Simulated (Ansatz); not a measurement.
Calculation for Rh (fcc type): DFT, r2SCAN, PAW with Ansatz's default frozen-core files, scalar-relativistic (Ansatz 0.2.0). This run: bulk cell relaxed.

The start is a guessed cell.

Command: `ansatz run input.yaml --threads 2 --pin off --max-ram 4096MiB --backend cpu --events-out ev --progress --plain --runs-dir out` It took 8.6 s on 2 threads of Intel(R) Xeon(R) 6975P-C (Granite Rapids), on a shared host, peak memory 0.43 GiB.

```yaml
crystal:
  lattice:
    - [0.0, 1.9014762304, 1.9014762304]
    - [1.9014762304, 0.0, 1.9014762304]
    - [1.9014762304, 1.9014762304, 0.0]
  atoms:
    - { symbol: Rh, position: [0.0, 0.0, 0.0] }
kpoints:
  mp_grid: { grid: [20, 20, 20] }
scf:
  occupations: { method: fermi_dirac, width: 0.05 }
hamiltonian:
  xc: r2scan
  pseudopotentials: { kind: paw }
output:
  forces: true
  stress: true
relax:
  f_tol: 0.005
  max_steps: 40
  cell: {}
```

Output:

```
Engine: ansatz 0.2.0
Pseudopotentials: kind: paw
Pseudopotential: Rh, paw, valence charge 17, recommended cutoff 500 eV (meta_gga), Rh.paw.azcp
Functional definition: r2SCAN
  parameter k0 = 0.174
  parameter k1 = 0.065
  parameter a1 = 4.9479
  exchange = r2scan_x(k0 = k0, k1 = k1, a1 = a1)
  correlation = r2scan_c
Crystal: 1 atoms, lattice volume = 13.750 Å³
Basis set: ecut = 500 eV, 339 PW (Γ), exchange–correlation on 80×80×80 points (64 copies of the dense FFT grid, shifted against one another)
Bands: 13, of which v1, the nominal top of the filled ones, is band 9 counted from 1 (8 counted from 0)
Symmetry: 48 space group operations
Space group: Fm-3m (ITA 225), of the structure as read, at distance tolerance 2.4e-5 Å
k-points: 256 of 8000
Non-local potential: Rh, projectors of the file, l = 0: 3, l = 1: 2, l = 2: 2, l = 3: 1
PAW form: soft (Blöchl's): semilocal exchange-correlation on the pseudo side does not see the compensation charge
PAW frozen core: Rh, regenerated for the run's functional (the file was generated under x = pbe(κ = 0.804, μ = 0.2195149727645171), c = pbe(β = 0.06672455060314922))
PAW one-centre angular grid: Rh, 590 points (default); XC on 160 Gauss nodes
Initial density: superposition of atomic densities (neutral atoms: chi_scale 0, normalization atom), corrected by the library's trained network
Initial wavefunctions: pseudopotential atomic-orbital guess
Functional: x = r2scan, c = r2scan; τ floored in thin density (d = 2e-4 eV/Å³)
SCF iter   1: F=—  HF=-6415.267869 eV  |F-HF|=—  |Δ(HF+E_count)|=         —  Δρ=1.04e-2  dr2=4.14e-3  dr2_τ=9.83e-3  ethr=1.77e-3  ⟨swp⟩=5.5  Hψ=18966  notcnv=0
preconditioner: auto → none  [metal: Δε(μ)=0.004 eV  Ē_g=14.636 eV  σ=0.050 eV  W_gap=0.02  n_scr=0 (ndim 8)  ℏωp=30.0 eV  f_vac=0.000  D(μ)=1.11/eV (n_scr^D=14)]
SCF iter   2: F=—  HF=-6415.279004 eV  |F-HF|=—  |Δ(HF+E_count)|=   1.11e-2  Δρ=5.63e-3  dr2=1.24e-3  dr2_τ=2.09e-4  ethr=2.44e-5  ⟨swp⟩=2.0  Hψ=7657  notcnv=0
SCF iter   3: F=—  HF=-6415.279345 eV  |F-HF|=—  |Δ(HF+E_count)|=   3.41e-4  Δρ=4.98e-4  dr2=1.45e-5  dr2_τ=8.97e-6  ethr=7.31e-6  ⟨swp⟩=2.5  Hψ=5543  notcnv=0
SCF iter   4: F=—  HF=-6415.279364 eV  |F-HF|=—  |Δ(HF+E_count)|=   1.86e-5  Δρ=1.15e-4  dr2=7.94e-7  dr2_τ=1.70e-7  ethr=8.52e-8  ⟨swp⟩=2.0  Hψ=4723  notcnv=0
iter 5 did not close the SCF: its close was put off for the readings that it lacked (scf_convergence_deferred on its scf_iter line)
SCF iter   5: F=-6415.279365 eV  HF=-6415.279365 eV  |F-HF|=2.21e-8  |Δ(HF+E_count)|=   1.86e-6  Δρ=2.45e-5  dr2=7.12e-8  dr2_τ=9.56e-9  ethr=4.67e-9  ⟨swp⟩=2.0  Hψ=5235  notcnv=0
SCF iter   6: F=-6415.279365 eV  HF=-6415.279365 eV  |F-HF|=1.48e-8  |Δ(HF+E_count)|=   3.59e-8  Δρ=9.85e-6  dr2=5.60e-9  dr2_τ=6.53e-10  ethr=4.19e-10  ⟨swp⟩=2.3  Hψ=11070  notcnv=0
SCF 1 converged in 6 iterations: F = -6415.279365 eV  dr2 = 5.60e-9
  greatest PAW one-centre occupation: 1.000 electrons in one spin orbital (limit 2), on the Rh atom at site 0 (counted from 0), in its partial waves of l = 0
relax step   1: F+E_penalty+E_count = -6415.27936546 eV  Δ(F+E_penalty+E_count) = +0.000e0 eV  max|allowed force component| = 0.000e0 eV/Å  Δτ_max = 0.0000 Å  P = -0.662 GPa  Ω = 13.750 Å³  (6 SCF iters, dr2 threshold 1.00e-7 eV, accepted)
Crystal: 1 atoms, lattice volume = 13.690 Å³
Basis set: ecut = 500 eV, 331 PW (Γ), exchange–correlation on 80×80×80 points (64 copies of the dense FFT grid, shifted against one another)
Initial density: handed on by an earlier stage of this run
Initial wavefunctions: those handed on with the density
iter 1 solved again at ethr=4.78e-7 eV; its pass at ethr=3.10e-3 eV (dr2=8.13e-5 eV) is discarded
SCF iter   1: F=—  HF=-6415.278789 eV  |F-HF|=—  |Δ(HF+E_count)|=         —  Δρ=7.69e-4  dr2=7.96e-5  dr2_τ=5.85e-4  ethr=4.78e-7  ⟨swp⟩=2.0  Hψ=22271  notcnv=0
preconditioner: auto → none  [metal: Δε(μ)=0.002 eV  Ē_g=14.678 eV  σ=0.050 eV  W_gap=0.01  n_scr=0 (ndim 8)  ℏωp=30.1 eV  f_vac=0.000  D(μ)=1.09/eV (n_scr^D=14)]
SCF iter   2: F=—  HF=-6415.279411 eV  |F-HF|=—  |Δ(HF+E_count)|=   6.22e-4  Δρ=6.33e-4  dr2=4.47e-5  dr2_τ=6.25e-6  ethr=4.68e-7  ⟨swp⟩=2.0  Hψ=5076  notcnv=0
SCF iter   3: F=—  HF=-6415.279399 eV  |F-HF|=—  |Δ(HF+E_count)|=   1.27e-5  Δρ=2.02e-4  dr2=3.63e-6  dr2_τ=4.43e-7  ethr=2.63e-7  ⟨swp⟩=2.3  Hψ=4679  notcnv=0
SCF iter   4: F=—  HF=-6415.279398 eV  |F-HF|=—  |Δ(HF+E_count)|=   2.29e-7  Δρ=8.80e-5  dr2=1.02e-6  dr2_τ=4.22e-8  ethr=2.14e-8  ⟨swp⟩=2.1  Hψ=5095  notcnv=0
SCF iter   5: F=—  HF=-6415.279398 eV  |F-HF|=—  |Δ(HF+E_count)|=   1.86e-7  Δρ=4.45e-5  dr2=2.62e-7  dr2_τ=7.49e-9  ethr=6.02e-9  ⟨swp⟩=1.1  Hψ=3461  notcnv=0
SCF iter   6: F=-6415.279398 eV  HF=-6415.279398 eV  |F-HF|=3.82e-8  |Δ(HF+E_count)|=   5.10e-8  Δρ=2.07e-5  dr2=5.63e-8  dr2_τ=1.94e-9  ethr=5.88e-10  ⟨swp⟩=4.0  Hψ=9808  notcnv=0
SCF 2 converged in 6 iterations: F = -6415.279398 eV  dr2 = 5.63e-8
relax step   2: F+E_penalty+E_count = -6415.27939820 eV  Δ(F+E_penalty+E_count) = -3.274e-5 eV  max|allowed force component| = 0.000e0 eV/Å  Δτ_max = 0.0000 Å  P = +0.562 GPa  Ω = 13.690 Å³  energy of the carried Pulay correction = +1.333e-5 eV  (6 SCF iters, dr2 threshold 1.00e-7 eV, accepted)
Crystal: 1 atoms, lattice volume = 13.718 Å³
iter 1 solved again at ethr=9.11e-8 eV; its pass at ethr=3.10e-3 eV (dr2=1.55e-5 eV) is discarded
SCF iter   1: F=—  HF=-6415.279310 eV  |F-HF|=—  |Δ(HF+E_count)|=         —  Δρ=3.38e-4  dr2=1.54e-5  dr2_τ=1.24e-4  ethr=9.11e-8  ⟨swp⟩=2.0  Hψ=22289  notcnv=0
preconditioner: auto → none  [metal: Δε(μ)=0.005 eV  Ē_g=14.649 eV  σ=0.050 eV  W_gap=0.03  n_scr=0 (ndim 8)  ℏωp=30.1 eV  f_vac=0.000  D(μ)=1.09/eV (n_scr^D=14)]
SCF iter   2: F=—  HF=-6415.279443 eV  |F-HF|=—  |Δ(HF+E_count)|=   1.33e-4  Δρ=2.92e-4  dr2=9.68e-6  dr2_τ=1.29e-6  ethr=9.05e-8  ⟨swp⟩=2.0  Hψ=5094  notcnv=0
SCF iter   3: F=—  HF=-6415.279440 eV  |F-HF|=—  |Δ(HF+E_count)|=   2.72e-6  Δρ=9.75e-5  dr2=8.84e-7  dr2_τ=1.00e-7  ethr=5.69e-8  ⟨swp⟩=2.2  Hψ=4624  notcnv=0
SCF iter   4: F=—  HF=-6415.279440 eV  |F-HF|=—  |Δ(HF+E_count)|=   8.42e-8  Δρ=4.14e-5  dr2=2.25e-7  dr2_τ=9.57e-9  ethr=5.20e-9  ⟨swp⟩=2.1  Hψ=5094  notcnv=0
SCF iter   5: F=-6415.279440 eV  HF=-6415.279440 eV  |F-HF|=3.97e-8  |Δ(HF+E_count)|=   4.07e-8  Δρ=2.11e-5  dr2=5.90e-8  dr2_τ=1.76e-9  ethr=5.88e-10  ⟨swp⟩=3.6  Hψ=8999  notcnv=0
SCF 3 converged in 5 iterations: F = -6415.279440 eV  dr2 = 5.90e-8
relax step   3: F+E_penalty+E_count = -6415.27943966 eV  Δ(F+E_penalty+E_count) = -4.145e-5 eV  max|allowed force component| = 0.000e0 eV/Å  Δτ_max = 0.0000 Å  P = -0.002 GPa  Ω = 13.718 Å³  energy of the carried Pulay correction = +7.216e-6 eV  (5 SCF iters, dr2 threshold 1.00e-7 eV, accepted)
Initial wavefunctions: pseudopotential atomic-orbital guess (no wavefunctions were taken with the density)
iter 1 solved again at ethr=3.91e-8 eV; its pass at ethr=3.10e-3 eV (dr2=6.65e-6 eV) is discarded
SCF iter   1: F=—  HF=-6415.279431 eV  |F-HF|=—  |Δ(HF+E_count)|=         —  Δρ=2.27e-5  dr2=6.24e-8  dr2_τ=7.87e-9  ethr=3.91e-8  ⟨swp⟩=3.0  Hψ=27905  notcnv=0
preconditioner: auto → none  [metal: Δε(μ)=0.004 eV  Ē_g=14.651 eV  σ=0.050 eV  W_gap=0.02  n_scr=0 (ndim 8)  ℏωp=30.1 eV  f_vac=0.000  D(μ)=1.09/eV (n_scr^D=14)]
SCF iter   2: F=—  HF=-6415.279431 eV  |F-HF|=—  |Δ(HF+E_count)|=   3.13e-7  Δρ=7.36e-6  dr2=4.03e-9  dr2_τ=2.69e-9  ethr=3.67e-10  ⟨swp⟩=2.1  Hψ=5188  notcnv=0
SCF iter   3: F=—  HF=-6415.279431 eV  |F-HF|=—  |Δ(HF+E_count)|=  4.38e-10  Δρ=2.57e-6  dr2=2.57e-10  dr2_τ=1.27e-10  ethr=2.37e-11  ⟨swp⟩=2.3  Hψ=4739  notcnv=0
SCF iter   4: F=—  HF=-6415.279431 eV  |F-HF|=—  |Δ(HF+E_count)|=  1.93e-10  Δρ=4.71e-7  dr2=2.34e-11  dr2_τ=7.56e-12  ethr=1.51e-12  ⟨swp⟩=2.8  Hψ=5610  notcnv=0
SCF iter   5: F=-6415.279431 eV  HF=-6415.279431 eV  |F-HF|=1.82e-12  |Δ(HF+E_count)|=  3.64e-12  Δρ=1.79e-7  dr2=2.96e-12  dr2_τ=5.53e-13  ethr=1.00e-12  ⟨swp⟩=5.0  Hψ=12035  notcnv=0
SCF 4 converged in 5 iterations: F = -6415.279431 eV  dr2 = 2.96e-12
relax step   4: F+E_penalty+E_count = -6415.27943109 eV  Δ(F+E_penalty+E_count) = +8.568e-6 eV  max|allowed force component| = 0.000e0 eV/Å  Δτ_max = 0.0000 Å  P = -0.003 GPa  Ω = 13.718 Å³  stress off target by 3.24e-3 GPa  SCF on the basis re-selected at this cell (its energy is not comparable with the rows above)  (5 SCF iters)
basis re-selected at this cell: Δ(F+E_penalty+E_count) = +8.568e-6 eV, ΔP = -0.001 GPa vs the last step (what re-selecting the basis moved, of the pressure what is left beyond the Pulay correction that the steps carried, after the strain that the cell walked since its last selection, with what the two solves' SCF thresholds leave and, on support functions, any second-order correction that the steps lacked; it is no measure of the basis error at this ecutwfc). This SCF's stress stands 3.24e-3 GPa from its target on what of the cell is left free (relax.cell.stress_tol is 5.00e-2 GPa) and its largest allowed force component is 0.00e0 eV/Å (relax.f_tol is 5.00e-3 eV/Å): within both
SCF converged after 5 iterations
Free energy (F): -6415.279431 eV
Harris-Foulkes:  -6415.279431 eV  (|F-HF|=1.82e-12)
Internal energy: -6415.270270 eV  (E = F + TS)
E sigma→0 (E₀):  -6415.274851 eV
Entropy (-TS):   -0.009161 eV (-9.161 meV/atom)
Fermi energy:    22.272139 eV
--- Per-component energies (eV) ---
  E_band       = -101.470316
  E_kinetic    = 573.255141
  E_local      = -1561.415768  (includes V_loc(G=0)·N_el)
  E_nonlocal   = 355.354154
  E_hartree    = 549.496418
  E_xc         = -216.847561
  E_vxc        = -314.181705  (∫ρ·V_xc dr)
  E_paw        = -3604.215351  (= ΣΔE_a)
  E_vpaw       = -274.728533  (= ΣTr[D̂ρ^β])
  E_aug_tail   = 0.000687  (compensation charges beyond the density's cutoff)
  E_vtau       = 21.252797  (kinetic-family band-sum trace: ∫τ·v_τ [+ j·A + Jᵃ·Aᵃ] dr)
  E_ewald      = -2510.528031
  E_core_change = -0.369959  (= ΣΔE_core)
  E_smearing   = -0.009161  (= −TS)
  E_closure    = -0.000000  (closes the sum)
  Σ components = -6415.279431   (vs F -6415.279431, Δ=0.00e0)
--- Forces (eV/Å), atoms counted from 1 ---
  atom   1  Rh    -0.00000000     0.00000000    -0.00000000
  max |Σ_I F_I| component: 7.40e-32 eV/Å
--- Stress (GPa, compression-positive) ---
       -0.003242      -0.000000      -0.000000
       -0.000000      -0.003242      -0.000000
       -0.000000      -0.000000      -0.003242
  P = ⅓ Tr σ = -0.0032 GPa (-0.032 kbar)
--- Relaxed structure (3 steps of the walk, 3 accepted, 1 SCFs on fresh bases) ---
  F+E_penalty+E_count = -6415.27943109 eV   max|allowed force component| = 0.000e0 eV/Å   (the final SCF, on the basis selected at the relaxed cell)
  cell:  # Å, volume = 13.7177 Å³
    - [2.993531069326159e-34, 1.8999879731534948, 1.8999879731534948]
    - [1.8999879731534948, 4.522142679194836e-34, 1.8999879731534948]
    - [1.8999879731534948, 1.8999879731534948, 5.222756333717979e-34]
  atoms:
    - { symbol: Rh, position: [0.0, 0.0, 0.0] }
```

Next run, as changes to the input before:

```diff
   lattice:
-    - [0.0, 1.9014762304, 1.9014762304]
-    - [1.9014762304, 0.0, 1.9014762304]
-    - [1.9014762304, 1.9014762304, 0.0]
+    - [2.68698876, 0.0, 0.0]
+    - [0.0, 2.68698876, 0.0]
+    - [0.0, 0.0, 23.6]
   atoms:
-    - { symbol: Rh, position: [0.0, 0.0, 0.0] }
+    - { symbol: Rh, position: [0.0, 0.0, 0.3389840702] }
+    - { symbol: Rh, position: [0.5, 0.5, 0.4194920349] }
+    - { symbol: Rh, position: [0.0, 0.0, 0.5] }
+    - { symbol: Rh, position: [0.5, 0.5, 0.5805079651] }
+    - { symbol: Rh, position: [0.0, 0.0, 0.6610159298] }
 kpoints:
-  mp_grid: { grid: [20, 20, 20] }
+  mp_grid: { grid: [15, 15, 1] }
 scf:
   stress: true
-relax:
-  f_tol: 0.005
-  max_steps: 40
-  cell: {}
+  eigenvalues: true
+  populations: true
+efield:
+  axis: 3
+  amplitude: 0
+  dipole_correction: true
```

Results part of the output:

```
SCF 1 converged in 8 iterations: F = -32073.935715 eV  dr2 = 3.09e-8
  greatest PAW one-centre occupation: 1.000 electrons in one spin orbital (limit 2), on the Rh atom at site 0 (counted from 0), in its partial waves of l = 1
SCF converged after 8 iterations
Free energy (F): -32073.935715 eV
Harris-Foulkes:  -32073.935715 eV  (|F-HF|=1.12e-8)
Internal energy: -32073.875318 eV  (E = F + TS)
E sigma→0 (E₀):  -32073.905516 eV
Entropy (-TS):   -0.060397 eV (-12.079 meV/atom)
Fermi energy:    5.927138 eV
Dipole field:    D = 0.000004 V/Å  (p = 0.000003 e·Å, saw-weighted, corrected)
Work function:   Φ+ = 5.0916 eV   Φ− = 5.0917 eV
Levels:          The Fermi level and band energies are counted from a zero that moves with the ramp; work functions are not
--- Per-component energies (eV) ---
  E_band       = -1870.915880
  E_kinetic    = 2861.220946
  E_local      = -137113.175915  (includes V_loc(G=0)·N_el)
  E_nonlocal   = 1781.910510
  E_hartree    = 66716.899606
  E_xc         = -1079.363756
  E_vxc        = -1564.075410  (∫ρ·V_xc dr)
  E_paw        = -18023.022551  (= ΣΔE_a)
[... lines left out ...]
  atom   4  Rh     0.00000000     0.00000000     0.66992546
  atom   5  Rh    -0.00000000     0.00000000    -0.66460086
  max |Σ_I F_I| component: 1.23e-6 eV/Å
--- Stress (GPa, compression-positive) ---
       -3.608532       0.000000      -0.000000
        0.000000      -3.608532       0.000000
       -0.000000       0.000000      -2.355826
  P = ⅓ Tr σ = -3.1910 GPa (-31.910 kbar)
--- Band table (eV; the first three rows and the last of 36) ---
  k-point 0: bands = ["-75.2259", "-75.1532", "-75.1065", "-74.4835", "-74.4835", "-42.5419", "-42.2839", "-42.1203", "-42.1203", "-42.0389", "-42.0160", "-42.0160", "-41.9190", "-41.9190", "-41.4485", "-41.4428", "-41.3985", "-41.3985", "-41.3982", "-41.3982", "-1.7246", "-0.4834", "-0.3436", "-0.0185", "0.5316", "0.6330", "0.7499", "1.4709", "2.2387", "2.6546", "3.0281", "3.0281", "3.8581", "3.8581", "4.1242", "4.2738", "4.7050", "4.9599", "4.9599", "4.9991", "5.4266", "5.4950", "5.9461", "6.0830", "6.0830", "6.4321", "6.5370", "6.7778", "6.7778", "7.3558", "8.7015"]
  k-point 1: bands = ["-75.2229", "-75.1513", "-75.1058", "-74.4818", "-74.4818", "-42.5364", "-42.2922", "-42.1284", "-42.1164", "-42.0754", "-42.0141", "-42.0001", "-41.9388", "-41.9195", "-41.4463", "-41.4424", "-41.4155", "-41.4149", "-41.3973", "-41.3971", "-1.6062", "-0.3835", "-0.2584", "0.0639", "0.6073", "0.7192", "0.8398", "1.5282", "2.2695", "2.7140", "2.9985", "3.0554", "3.5610", "3.8288", "4.2307", "4.4091", "4.6146", "4.7120", "4.8013", "4.9715", "5.5158", "5.6761", "5.7288", "5.8669", "6.2695", "6.3230", "6.3929", "6.4677", "6.8068", "7.8079", "9.2397"]
  k-point 2: bands = ["-75.2141", "-75.1459", "-75.1042", "-74.4770", "-74.4770", "-42.5217", "-42.3204", "-42.1499", "-42.1390", "-42.1052", "-42.0087", "-41.9941", "-41.9905", "-41.9210", "-41.4658", "-41.4655", "-41.4391", "-41.4368", "-41.3940", "-41.3939", "-1.2713", "-0.1397", "-0.0615", "0.3453", "0.7357", "0.9833", "1.0574", "1.8056", "2.3716", "2.8775", "2.9501", "3.1294", "3.2246", "3.7352", "3.8539", "4.4974", "4.5211", "4.5233", "4.7784", "4.8732", "5.3421", "5.4028", "5.4207", "5.5778", "6.1577", "6.1822", "6.5074", "6.7320", "6.8036", "8.6135", "10.2154"]
  k-point 35: bands = ["-75.0976", "-75.0692", "-75.0691", "-74.4040", "-74.4040", "-42.5460", "-42.5453", "-42.3982", "-42.3920", "-42.2453", "-42.2344", "-42.2091", "-42.1539", "-42.1486", "-41.7513", "-41.7507", "-41.7498", "-41.7496", "-41.4091", "-41.4091", "-0.2531", "-0.2055", "0.1285", "0.1287", "0.4425", "0.9829", "1.1603", "1.1730", "1.3279", "2.6173", "2.6368", "4.3413", "4.3894", "5.0216", "5.2944", "5.7537", "6.1146", "6.1482", "6.1512", "6.2752", "6.8006", "6.8904", "6.8906", "7.3824", "7.4222", "10.2346", "10.7836", "12.4500", "12.9756", "14.7322", "15.4174"]
--- Löwdin populations: 5 sites ---
  site symbol       q [e]
     0     Rh     16.9422
     1     Rh     16.8786
     2     Rh     16.9021
     3     Rh     16.8786
     4     Rh     16.9422
  spilling = 0.005367 (of n_electrons = 85.000000)
```

Next run (atoms relaxed), as changes to the input before:

```diff
   eigenvalues: true
-  populations: true
+  write_density: true
+  write_potential: true
+  elf: true
+  volumetric_format: npy
+relax:
+  f_tol: 0.01
+  max_steps: 40
 efield:
```

Results part of the output:

```
Warning: output.stress: scf.convergence.dr2_threshold = 1e-7 eV (the SCF's general default) is looser than the 5e-10 eV advised for a printed stress (1e-10 eV for each atom of the cell: 5). What an SCF threshold leaves in a stress goes as its square root, and in the free energy as the threshold itself, and one threshold admits the most on a small cell: of the crystals measured, under no hybrid fun
SCF 6 converged in 2 iterations: F = -32073.998831 eV  dr2 = 4.67e-8
WARN: The output density's exchange-correlation potential varies sharply where the density is thin. Do not read a vacuum level from v_tot or v_xc, or from such a field of the output density. On a cell that repeats whose density bears no net charge and no dipole along the vacuum's axis use v_es (v_loc + v_h of the components); under efield.dipole_correction with no amplitude use v_es + v_field, which holds any external_charges[].barrier, or the levels of the report's work_function block, which leave it out; under a non-zero efield.amplitude the vacuum is tilted and has no level; on a cell that repeats and bears such a dipole with no correction it is tilted too, and efield.dipole_correction with no amplitude gives each side of its ramp a level where efield: is served; in a cell that repeats whose density bears a net charge (total_charge, or a fill off its count) it is curved and has none; of a slab under crystal.periodic whose density bears no net charge use v_es, which has a level on each side, short of where the two are joined; of another it falls or rises all the way out and has none; of a slab beside external_charges read slab_vacuum_level instead, which it has where they leave it neutral. The grid or the basis barely resolves most such structure, and the values can differ between equally converged runs; as a rule a tighter scf.convergence.dr2_threshold does not remove it. Where the density itself ripples (under the LDA too) a higher basis.ecutwfc lessens it. The files hold the spikes' plane waves up to the density's cutoff. Files: v_tot_of_output_density and the like, and their columns of v_z.tsv (output.write_potential); v_xc_of_output_density and the like, and their columns of v_comp_z.tsv (output.write_potential_components). Measured: with its Gaussian average of σ = 0.25 Å subtracted twice, the exchange-correlation potential is over 0.1 eV at 816 of the grid points where the equally averaged density (valence and model cores) is under 1e-3 e/Å³, and 0.961 eV at the most among them, at an averaged density of 5.1e-9 e/Å³. The input density's (outcome.potential() and, of a run that writes arrays, v_tot and v_xc) is over 0.1 eV, so measured, at 76 points of its own thin density, 0.241 eV at the most. See output.write_potential in the manual, Limitations
SCF converged after 2 iterations
Free energy (F): -32073.998831 eV
Harris-Foulkes:  -32073.998831 eV  (|F-HF|=3.79e-8)
Internal energy: -32073.945355 eV  (E = F + TS)
E sigma→0 (E₀):  -32073.972093 eV
[... lines left out ...]
--- Relaxed structure (5 steps of the walk, 5 accepted, 0 SCFs on fresh bases) ---
  F+E_penalty+E_count = -32073.99883126 eV   max|allowed force component| = 2.382e-4 eV/Å
  atoms:
    - { symbol: Rh, position: [1.6996205747538123e-33, 0.0, 0.3421820004309584] }
    - { symbol: Rh, position: [0.5000000000000001, 0.5000000000000001, 0.4188998587949135] }
    - { symbol: Rh, position: [-1.8931461647099656e-33, 0.0, 0.5000000001764999] }
    - { symbol: Rh, position: [0.5000000000000001, 0.5000000000000001, 0.5811001406620938] }
    - { symbol: Rh, position: [2.2103131038047732e-33, 0.0, 0.6578179999355347] }
```

The PAW files were made under PBE.
